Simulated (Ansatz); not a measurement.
KCl:
Space group Fm-3m (No. 225); a = b = c = 6.076 Å, α = β = γ = 90.00°

```tsv
atom	site	symmetry	x	y	z
K	4a	m-3m	0.0000	0.0000	0.0000
Cl	4b	m-3m	0.5000	0.5000	0.5000
```
(The calculation used a cell of 2 atoms; values per cell refer to that cell.)

Relaxed with LDA.

### Question
Decompose the optical modes at the zone centre into irreducible representations, and say which are infrared and Raman allowed.

### Answer
Point group m-3m: Γ_opt = T1u. Infrared: T1u. Raman: none.

### Question
Assign frequencies (DFPT, DFT-LDA in the program Ansatz with PAW potentials; without the LO–TO term).

### Answer
T1u 161 cm⁻¹.

Symmetry was held in the LDA relaxation; phonons on a q-mesh show no instability.

Potentials: the later of the program's two PAW sets.
